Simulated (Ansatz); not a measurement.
A calculation with the code Ansatz. Plane-wave DFT: an element X is put into a periodic supercell of the crystal below and the atoms relax. X is one of the candidates, and is told by the neutral defect's formation energy over the elements (uncorrected), its moments where the run had spin, and its relaxed neighbours, eight at most.

```
cell
1.0
    -2.3907    3.8666    4.6186
     2.3907   -3.8666    4.6186
     2.3907    3.8666   -4.6186
In La
4 2
Direct
  0.7128 0.1601 0.5527
  0.2872 0.8399 0.4473
  0.1075 0.1601 0.9473
  0.8925 0.8399 0.0527
  0.6898 0.4398 0.2500
  0.3102 0.5602 0.7500
```

- host atoms in supercell: 24
- functional: r2SCAN
- wave cutoff: 500 eV
- k mesh: 3, 3, 2
- k shift: 0, 0, 0.5 mesh steps
- gaussian smearing: 0.05 eV
- start displacement: 0.05 angstrom
- electrons started on: no chosen atoms
- candidate elements: N, Cl, Mn, Br, Y, Ba
- found formation energy: -1.279 eV
- found largest move from host sites: 0.367 angstrom

```tsv
supercell vector	supercell times a (host cell vectors)	supercell times b (host cell vectors)	supercell times c (host cell vectors)
A	1	-1	0
B	-1	-1	-2
C	1	1	0
```

| change element | change kind | change place a (host cell vectors) | change place b (host cell vectors) | change place c (host cell vectors) |
| --- | --- | --- | --- | --- |
| X | interstitial | -0.5714 | -0.8571 | -1.7857 |

```tsv
found neighbour element	found neighbour distance (angstrom)
La	2.282
La	2.283
La	2.313
In	2.56
In	2.562
```

Problem. Which element is X?

Solution. N.

Caveats: one random start near the defect, so other minima are possible; the supercell is small.
